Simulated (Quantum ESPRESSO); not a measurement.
Cu: energy against volume and a worked fit

```
CELL_PARAMETERS angstrom
0.00000 1.81000 1.81000
1.81000 0.00000 1.81000
1.81000 1.81000 0.00000
ATOMIC_POSITIONS crystal
Cu 0.00000 0.00000 0.00000
```

The cell was scaled at fixed shape and fractions and run with Quantum ESPRESSO, GBRV 1.5 PBE, cutoff 762 eV; PBE, k mesh 20 × 20 × 20 on the cell of 1 atom, methfessel-paxton occupations of 0.2 eV, no spin polarisation, no spin-orbit coupling. Energies are those that the program minimises, any entropy of the smearing included. For a metal such a mesh isn't converged to the digits shown.

```tsv
V (Å³/atom)	energy over the lowest row (meV/atom)
11.1479	29.90
11.3851	14.64
11.6223	4.98
11.8595	?
12.0967	0.00
12.3339	3.62
12.5711	10.71
```

**Question.** Fit the third-order Birch-Murnaghan form, give V0, B0 and B′, and predict the energy left open.

**Answer.** With y = (V0/V)^(2/3), E = E0 + (9 V0 B0/16) [(y - 1)³ B′ + (y - 1)² (6 - 4y)]. Least squares through the rows shown give V0 = 11.9934 Å³/atom, E0 = -0.38 meV, B0 = 140.5 GPa (1 eV/Å³ = 160.218 GPa) and B′ = 5.05, with a largest miss of 0.01 meV. At V = 11.8595 the form with these constants gives 0.29 meV; the run gave 0.28 meV an atom.
